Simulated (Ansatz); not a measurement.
YN:
```
YN
1.0
    0.00000     2.61305     2.61305
    2.61305     0.00000     2.61305
    2.61305     2.61305     0.00000
N Y
1 1
Direct
  0.25000   0.25000   0.25000
  0.00000   0.00000   0.00000
```

PBEsol in the plane-wave PAW code Ansatz gives a gap of 2.03 eV without spin–orbit coupling, maximum at W, minimum at Γ.

Q: What happens when spin–orbit coupling is switched on?

A: The gap drops by 0.03 eV, to 2.00 eV; maximum at W, minimum at Γ.

Q: Give the electron effective mass with spin–orbit coupling.

A: 0.32 mₑ (isotropic).

Q: Give the hole effective mass with spin–orbit coupling.

A: 1.1, 1.1, 12 mₑ (principal values).

Space group F-43m (zinc blende). The start of the workflow was typed in or built on a structure type; the Crystallography Open Database copy checked does not list it. COD files the formula under space group No. 225, so this cell is another polymorph or a model. Whether it is the stable phase at ambient conditions was not checked. Symmetry was held in the PBEsol relaxation; whether a distortion lowers the energy is not shown. The run is not spin-polarised.

Potentials: the later of the program's two PAW sets.
